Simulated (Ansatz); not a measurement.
Data:

TaSi2:
Space group P6₂22 (No. 180); a = b = 4.7619 Å, c = 6.5531 Å, α = β = 90.00°, γ = 120.00°

```json
[
 {"atom": "Ta", "site": "3c", "symmetry": "222", "x": "0.5000", "y": "0.0000", "z": "0.0000"},
 {"atom": "Si", "site": "6i", "symmetry": "..2", "x": "0.1591", "y": "0.3182", "z": "0.0000"}
]
```

This is the PBEsol-relaxed structure.

Q: All from the program Ansatz at the PBEsol level (PAW), unless another level is named. Predict the electronic character.

A: metallic (no gap).

Q: Give the formation energy from the elements (no fitted shifts).

A: -0.58 eV/atom.

Q: Predict the gap with spin–orbit coupling.

A: none (metallic).

Space group P6_222. Symmetry was held in the PBEsol relaxation; of distortions, only those at the zone centre were tested. The run is not spin-polarised. The references are the lowest solids computed at this level, not always the standard phases. Spin–orbit coupling is left out wherever it is not named.

Potentials: the later of the program's two PAW sets.
